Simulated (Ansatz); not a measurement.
TiB$_{2}$ in space group P6/mmm (No. 191; Ti on 1a, B on 2d) under volume change, LDA (plane waves, PAW; program Ansatz), shape and atoms relaxed at each volume.

```
V (Å³/atom)  E − E(relaxed) (meV/atom)  P (GPa)
-----------  -------------------------  -------
7.440                              [?]      [?]
7.685                              [?]      [?]
7.930                              6.6     8.93
8.176                              0.0    -0.03
8.421                              6.1    -7.76
8.666                             23.2   -14.45
8.911                             49.9   -20.22
```

**Question.** Complete the blanks.

**Answer.** 
- 7.685, E − E(relaxed) (meV/atom): 28.1
- 7.685, P (GPa): 19.31
- 7.440, E − E(relaxed) (meV/atom): 66.6
- 7.440, P (GPa): 31.35

**Question.** What does a third-order Birch–Murnaghan fit give for V₀, B₀ and B′?

**Answer.** V₀ = 8.17 Å³/atom, B₀ = 277 GPa, B′ = 3.9.

Symmetry was held in the LDA relaxation. No spin polarisation was allowed.

Potentials: the earlier of the program's two PAW sets. The files were generated under PBE; for other functionals the program regenerates the frozen cores, and for LDA and PBEsol the local potential too.
